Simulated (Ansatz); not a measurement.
SiNi2, one structure, two calculations

Cell: an entry of the Crystallography Open Database (COD), its atoms then relaxed with PBE in this cell.

Space group Pnma (No. 62); a = 4.9900, b = 3.7200, c = 7.0600 Å.

```csv
site,Wyckoff,site symmetry,x,y,z
Si,4c,.m.,0.2888,0.2500,0.3858
Ni5,4c,.m.,0.9588,0.2500,0.7948
Ni9,4c,.m.,0.3298,0.2500,0.0603
```

One atom of each set is listed.

First run. Method: Kohn–Sham DFT in Ansatz, PBE, plane waves and PAW, scalar-relativistic, collinear spin, 420 eV cutoff, Γ-centred 9×12×6 k-points, Fermi–Dirac smearing 0.05 eV. Start moments as typed (μB): 1.5 on each Ni, none on the rest.

```tsv
site	V_zz (10²¹ V/m²)	η
Si	3.02	0.25
Ni5	-1.95	0.90
Ni9	1.00	0.47
```

Second run. The same atoms and settings, except that the functional is PBEsol.

(1) Given the first result, estimate the second.

Answers

(1) 

| site | V_zz | η | change of V_zz |
| --- | --- | --- | --- |
| Si | 3.00 | 0.25 | -0.02 |
| Ni5 | -1.95 | 0.89 | 0.00 |
| Ni9 | 1.01 | 0.47 | +0.01 |

No V_zz moves by more than 0.02. In per cent, |V_zz| changes by -1 on Si (all sites that start above 2).

With no gap above 0.1 eV, as in a metal, the gradients converge slowly in k; expect changes of a tenth or more on a denser mesh. The start moments die out, and the run ends without spin.
For the first run: With these PAW files V_zz is typically within 2 to 3 % of all-electron values, but misses above 10 % occur on Ni.
For the second run: At this cell the PBEsol pressure is -6 GPa, so with PBEsol the cell would shrink if it were relaxed.
